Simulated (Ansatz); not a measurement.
AlNi3 (Pm-3m): total moment held at 0.44 μB

Theory: DFT, PBE, all-electron LAPW, scalar-relativistic (Ansatz).

Command: `ansatz run input.yaml --threads 2 --pin off --max-ram 6144MiB --backend cpu --events-out ev --progress --plain --runs-dir out`

```yaml
crystal:
  lattice:
    - [3.5230547267, 0.0, 0.0]
    - [0.0, 3.5230547267, 0.0]
    - [0.0, 0.0, 3.5230547267]
  atoms:
    - { symbol: Al, position: [0.0, 0.0, 0.0] }
    - { symbol: Ni, position: [0.0, 0.5, 0.5], spin: 0.147 }
    - { symbol: Ni, position: [0.5, 0.0, 0.5], spin: 0.147 }
    - { symbol: Ni, position: [0.5, 0.5, 0.0], spin: 0.146 }
magnetization:
  spin_polarized: true
  initial_magnetization: 0.44
  spin_locking: { lock_magnetization: hard }
kpoints:
  mp_grid: { grid: [10, 10, 10] }
scf:
  occupations: { method: fermi_dirac, width: 0.03 }
  lower_state_search: "off"
hamiltonian:
  xc: pbe
  pseudopotentials: { kind: all_electron, lapw: { basis_error: 0.001 } }
output:
  forces: true
  stress: true
  eigenvalues: false
```

The program prints:

```
settings of this run that can trade accuracy for cost: output.eigenvalues: false. Do not mix this run's numbers with those of runs without the same settings; the input reference describes each key
LAPW: plane waves up to 9.014 Å⁻¹, error target 1.0e-3 eV per atom; small_component_spin mean_spin; Al in spheres of 1.246 Å, 11 of its electrons in bands, Dirac shells []; Ni in spheres of 1.246 Å, 18 of its electrons in bands, Dirac shells [] (how accurate: hamiltonian.pseudopotentials.lapw.basis_error, Limitations)
Engine: ansatz 0.2.0
Pseudopotentials: kind: all_electron
Pseudopotential: Al, LAPW, valence charge 11, lapw/all_electron/scalar/gaussian/Al, Koelling and Harmon's equation, gaussian nucleus
Pseudopotential: Ni, LAPW, valence charge 18, lapw/all_electron/scalar/gaussian/Ni, Koelling and Harmon's equation, gaussian nucleus
Functional definition: PBE
  parameter kappa = 0.804
  parameter beta = 0.06672455060314922
  exchange = pbe_x(kappa = kappa, mu = beta*pi^2/3)
  correlation = pbe_c(beta = beta)
Crystal: 4 atoms, lattice volume = 43.728 Å³
Basis set: ecut = 309.5406251827134 eV, 515 PW (Γ), exchange–correlation at level 2
Bands: 40, of which v1, the nominal top of the filled ones, is band 33 counted from 1 (32 counted from 0)
Symmetry: 16 space group operations
Space group: P4/mmm (ITA 123), of the structure as read, at distance tolerance 3.5e-5 Å
Magnetic group: BNS 123.339 (UNI 999), of the structure as read, at distance tolerance 3.5e-5 Å
k-points: 126 of 1000
Non-local potential: Al, projectors of the file, none
Non-local potential: Ni, projectors of the file, none
Initial density: superposition of atomic densities (chi_scale 0.1, normalization cell)
Starting moments: Σ|m| = 0.44 μB on 3 of 4 sites
Initial wavefunctions: plane waves of lowest kinetic energy (no species holds an atomic orbital)
Functional: x = pbe(κ = 0.804, μ = 0.2195149727645171), c = pbe(β = 0.06672455060314922)
iter 1 solved again at ethr=1.27e-3 eV; its pass at ethr=1.00e-1 eV (dr2=8.23e-1 eV) is discarded
SCF iter   1: F=—  HF=-130758.234947 eV  |F-HF|=—  |Δ(HF+E_count)|=         —  Δρ=1.59e-2 (↑1.59e-2 ↓1.52e-2)  dr2=8.22e-1  dr2_m=1.10e-4  M=0.440 μB ∫|m|=0.455 μB  β_m=0.30  ethr=1.27e-3  ⟨swp⟩=2.0  Hψ=72582  notcnv=0
preconditioner: auto → Kerker (q_TF=auto, 2.915 Å⁻¹)  [metal: Δε(μ)=0.014 eV  Ē_g=8.599 eV  σ=0.030 eV  W_gap=0.12  n_scr=18 (ndim 8)  ℏωp=32.3 eV  f_vac=0.000  D(μ)=4.58/eV (n_scr^D=56)]
spin=Collinear: Kerker preconditioning applied to the charge; magnetization (m = ρ↑ − ρ↓) channel mixes plain (no charge-response kernel on spin).
SCF iter   2: F=—  HF=-130758.019562 eV  |F-HF|=—  |Δ(HF+E_count)|=   2.15e-1  Δρ=7.19e-3 (↑7.19e-3 ↓7.00e-3)  dr2=1.27e-1  dr2_m=1.63e-4  M=0.440 μB ∫|m|=0.491 μB  β_m=0.27  ethr=1.27e-3  ⟨swp⟩=2.0  Hψ=30099  notcnv=0
SCF iter   3: F=—  HF=-130757.905087 eV  |F-HF|=—  |Δ(HF+E_count)|=   1.14e-1  Δρ=8.93e-3 (↑8.93e-3 ↓8.38e-3)  dr2=2.70e-1  dr2_m=8.45e-5  M=0.440 μB ∫|m|=0.485 μB  β_m=0.36  ethr=1.96e-4  ⟨swp⟩=2.0  Hψ=30065  notcnv=0
SCF iter   4: F=—  HF=-130757.818154 eV  |F-HF|=—  |Δ(HF+E_count)|=   8.69e-2  Δρ=4.94e-3 (↑4.94e-3 ↓4.57e-3)  dr2=8.51e-2  dr2_m=4.43e-5  M=0.440 μB ∫|m|=0.516 μB  β_m=0.67  ethr=1.96e-4  ⟨swp⟩=2.7  Hψ=30329  notcnv=0
SCF iter   5: F=—  HF=-130757.793566 eV  |F-HF|=—  |Δ(HF+E_count)|=         —  Δρ=2.32e-3 (↑2.16e-3 ↓2.32e-3)  dr2=1.76e-2  dr2_m=1.55e-5  M=0.440 μB ∫|m|=0.561 μB  β_m=0.51  ethr=1.31e-4  ⟨swp⟩=2.3  Hψ=30215  notcnv=0  defer=4
the basis was enlarged: its passes take 1010.7 KiB over the memory plan, 2 of 2 planned eigensolver slots
SCF iter   6: F=—  HF=-130757.792932 eV  |F-HF|=—  |Δ(HF+E_count)|=   6.34e-4  Δρ=2.39e-3 (↑2.08e-3 ↓2.39e-3)  dr2=1.64e-2  dr2_m=1.56e-5  M=0.440 μB ∫|m|=0.571 μB  β_m=0.35  ethr=2.71e-5  ⟨swp⟩=2.0  Hψ=28849  notcnv=0  defer=3
SCF iter   7: F=—  HF=-130757.789010 eV  |F-HF|=—  |Δ(HF+E_count)|=   3.92e-3  Δρ=9.73e-4 (↑8.73e-4 ↓9.73e-4)  dr2=2.79e-3  dr2_m=3.01e-6  M=0.440 μB ∫|m|=0.578 μB  β_m=0.56  ethr=2.52e-5  ⟨swp⟩=2.0  Hψ=28415  notcnv=0
iter 8 solved again at ethr=2.10e-7 eV; its pass at ethr=4.29e-6 eV (dr2=1.37e-4 eV) is discarded
SCF iter   8: F=—  HF=-130757.788285 eV  |F-HF|=—  |Δ(HF+E_count)|=   7.25e-4  Δρ=2.25e-4 (↑2.07e-4 ↓2.25e-4)  dr2=1.36e-4  dr2_m=2.09e-7  M=0.440 μB ∫|m|=0.584 μB  β_m=0.65  ethr=2.10e-7  ⟨swp⟩=2.0  Hψ=48800  notcnv=0
SCF iter   9: F=—  HF=-130757.788251 eV  |F-HF|=—  |Δ(HF+E_count)|=   3.38e-5  Δρ=4.75e-5 (↑4.56e-5 ↓4.75e-5)  dr2=4.99e-6  dr2_m=5.57e-9  M=0.440 μB ∫|m|=0.586 μB  β_m=0.71  ethr=2.10e-7  ⟨swp⟩=2.0  Hψ=28405  notcnv=0
SCF iter  10: F=—  HF=-130757.788250 eV  |F-HF|=—  |Δ(HF+E_count)|=   1.03e-6  Δρ=1.27e-5 (↑1.27e-5 ↓1.21e-5)  dr2=2.54e-7  dr2_m=2.40e-10  M=0.440 μB ∫|m|=0.586 μB  β_m=0.80  ethr=7.67e-9  ⟨swp⟩=2.0  Hψ=28405  notcnv=0
SCF iter  11: F=—  HF=-130757.788250 eV  |F-HF|=—  |Δ(HF+E_count)|=   7.35e-8  Δρ=6.10e-6 (↑5.45e-6 ↓6.10e-6)  dr2=1.01e-7  dr2_m=6.60e-11  M=0.440 μB ∫|m|=0.586 μB  β_m=0.80  ethr=3.90e-10  ⟨swp⟩=2.0  Hψ=28405  notcnv=0
SCF iter  12: F=—  HF=-130757.788250 eV  |F-HF|=—  |Δ(HF+E_count)|=   6.17e-8  Δρ=3.98e-6 (↑3.98e-6 ↓3.45e-6)  dr2=2.41e-8  dr2_m=4.24e-11  M=0.440 μB ∫|m|=0.586 μB  β_m=0.60  ethr=1.55e-10  ⟨swp⟩=2.0  Hψ=28417  notcnv=0
SCF iter  13: F=-130757.788250 eV  HF=-130757.788250 eV  |F-HF|=3.80e-8  |Δ(HF+E_count)|=   3.94e-8  Δρ=1.68e-6 (↑1.49e-6 ↓1.68e-6)  dr2=5.96e-9  dr2_m=2.61e-11  M=0.440 μB ∫|m|=0.586 μB  ethr=3.71e-11  ⟨swp⟩=2.0  Hψ=28405  notcnv=0
SCF 1 converged in 13 iterations: F = -130757.788250 eV  dr2 = 5.96e-9
SCF converged after 13 iterations
Stability checked in part: among states of this total moment the steps that led to this state did not find it unstable. No probe was made; neither looks for a lower state of another moment (fixed_total_moment; see scf.lower_state_search)
Magnetization: 0.4400 μB (32.7200 up, 32.2800 down)
Absolute magnetization: 0.5861 μB (∫|ρ↑−ρ↓|)
Spin contamination: 0.0162 ħ² per cell (⟨S²⟩ above its minimum at these occupations)
Per-site moments (μB) at R_I (Å): [(-0.018566030525186683, 1.2455879253097293), (0.16295280023418002, 1.2455879253097293), (0.16295280023418002, 1.2455879253097293), (0.16294615599904994, 1.2455879253097293)]
Free energy (F): -130757.788250 eV
Harris-Foulkes:  -130757.788250 eV  (|F-HF|=3.80e-8)
Internal energy: -130757.772276 eV  (E = F + TS)
E sigma→0 (E₀):  -130757.780263 eV
Entropy (-TS):   -0.015974 eV (-3.993 meV/atom)
Fermi energy:    17.231649 (↑ 17.198345, ↓ 17.264953) eV
--- Per-component energies (eV) ---
  E_band       = -1305.029928
  E_kinetic    = 132764.725523
  E_xc         = -5703.229891
  E_electrostatic = -257819.267909  (all electrons and nuclei)
  E_smearing   = -0.015974  (= −TS)
  E_closure    = 0.000000  (closes the sum)
  E_atoms      = -130731.050634  (free atoms, spherical and without spin; not in F)
  Σ components = -130757.788250   (vs F -130757.788250, Δ=0.00e0)
  Basis errors (estimates in eV, not in F): energy 1.6e-4 per atom: plane waves 1.3e-4 (9.6e-5 summed), levels above the bands 3.5e-132, relativity 8.1e-9, radial functions 3.2e-5, core shells 5.4e-10; eigenvalues (radial functions only) 1.1e-6; not estimated: angular momenta, meshes, grids; target (lapw.basis_error) 1.0e-3; muffin-tin radii Al 1.246 Å, Ni 1.246 Å
--- Forces (eV/Å), atoms counted from 1 ---
  atom   1  Al     0.00000000     0.00000000     0.00000000
  atom   2  Ni     0.00000000     0.00000000     0.00000000
  atom   3  Ni    -0.00000000    -0.00000000     0.00000000
  atom   4  Ni     0.00000000     0.00000000     0.00000000
  max |Σ_I F_I| component: 1.48e-31 eV/Å
--- Stress (GPa, compression-positive) ---
        7.073814       0.000000       0.000000
        0.000000       7.073814       0.000000
        0.000000       0.000000       7.073398
  P = ⅓ Tr σ = 7.0737 GPa (70.737 kbar)
settings of this run that can trade accuracy for cost: output.eigenvalues: false. Do not mix this run's numbers with those of runs without the same settings; the input reference describes each key
```

The log's space group differs from the title's, since the program also counts the typed moments and uses a tighter tolerance.

Site moments (μB): Al1 -0.02, Ni2 0.16, Ni3 0.16, Ni4 0.16. Cell moment 0.44 μB.

The magnetic group in the log treats spin as a scalar label, without spin–orbit coupling.

The Ansatz runs typed with the search for lower states off end where their start leads. These are results for the start and cell typed. The real compound can order otherwise, in a larger cell, or not at all, since semilocal functionals without spin fluctuations often overstate magnetism; near a collapse of the moment, mesh and smearing move it by tens of per cent.

It took 110 s on 2 threads of Arm Neoverse V1 (shared host), peak memory 1.4 GiB.
